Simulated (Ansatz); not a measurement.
Property card for Al$_{2}$W

Al2W:
```yaml
crystal:
  lattice:
    - [0.00000, 4.13666, 4.44567]
    - [2.46034, 0.00000, 4.44567]
    - [2.46034, 4.13666, 0.00000]
  atoms:
    - { symbol: Al, position: [0.08302, 0.41698, 0.08302] }
    - { symbol: Al, position: [0.41698, 0.08302, 0.41698] }
    - { symbol: Al, position: [0.16698, 0.83302, 0.16698] }
    - { symbol: Al, position: [0.83302, 0.16698, 0.83302] }
    - { symbol: W, position: [0.75000, 0.75000, 0.75000] }
    - { symbol: W, position: [0.50000, 0.50000, 0.50000] }
```

Space group Fddd (No. 70); conventional cell a = 4.921 Å, b = 8.273 Å, c = 8.891 Å, α = β = γ = 90.00°.

Method: PBEsol in the plane-wave PAW code Ansatz. Structure relaxed to zero pressure with the same functional. Other levels are named where they apply.

### Cell and energy

```yaml
volume_per_atom: 15.08 Å³
density: 8.73 g/cm³
Formation energy from the elements (no fitted shifts): -0.051 eV/atom
```

### Electronic structure

```yaml
electronic_character: metallic (no gap)
Density of states at the Fermi level: 0.44 states/eV per atom (mean over ±0.08 eV)
Gap with spin–orbit coupling: none (metallic)
```

### Mechanics

```yaml
Bulk modulus (Birch–Murnaghan fit): 167 GPa
Pressure derivative B′: 4.1
```

The start of the workflow was typed in or built on a structure type; neither database checked (COD, Materials Project) lists it. Whether it is the stable phase at ambient conditions was not checked. The cell was relaxed with PBEsol under the symmetry of its start; its stability against distortions is not shown here. The run is not spin-polarised. Axis ratios of metals converge slowly with the k-mesh, so a and c are less sure than the volume. The references are the lowest solids computed at this level, not always the standard phases. Scalar-relativistic: spin–orbit coupling is off unless named, which matters more the heavier the elements.

Potentials: the later of the program's two PAW sets.
